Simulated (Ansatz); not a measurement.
Here is the system:

GeS2:
```
CELL_PARAMETERS angstrom
      5.78283     0.00000     0.00000
      0.00000     5.78283     0.00000
      0.00000     0.00000     3.49552
ATOMIC_POSITIONS crystal
  Ge 0.00000 0.00000 0.00000
  Ge 0.50000 0.50000 0.50000
  S  0.30817 0.30817 0.00000
  S  0.80817 0.19183 0.50000
  S  0.19183 0.80817 0.50000
  S  0.69183 0.69183 0.00000
```

This is the PBEsol-relaxed structure.

Task: All from plane-wave PAW PBEsol (Ansatz code), unless another level is named. Give the electronic character.

Result: metallic (no gap).

Task: What about the density of states at the Fermi level?

Result: 0.05 states/eV per atom (mean over ±0.08 eV).

Task: What about the formation energy from the elements (no fitted shifts)?

Result: -0.063 eV/atom.

Space group P4_2/mnm (rutile). The cell is a constructed one: a structure type filled with these elements; neither database checked (COD, Materials Project) lists it. COD files the formula under space group No. 14, 43, 82, 122, 217, so this cell is another polymorph or a model. Whether it is the stable phase at ambient conditions was not checked. The cell was relaxed with PBEsol under the symmetry of its start. At this level the phase is dynamically unstable (imaginary phonons). A small band overlap can be real or an error of a semilocal functional. The references are the lowest solids computed at this level, not always the standard phases. Scalar-relativistic: spin–orbit coupling is off unless named, which matters more the heavier the elements.

Potentials: the later of the program's two PAW sets.
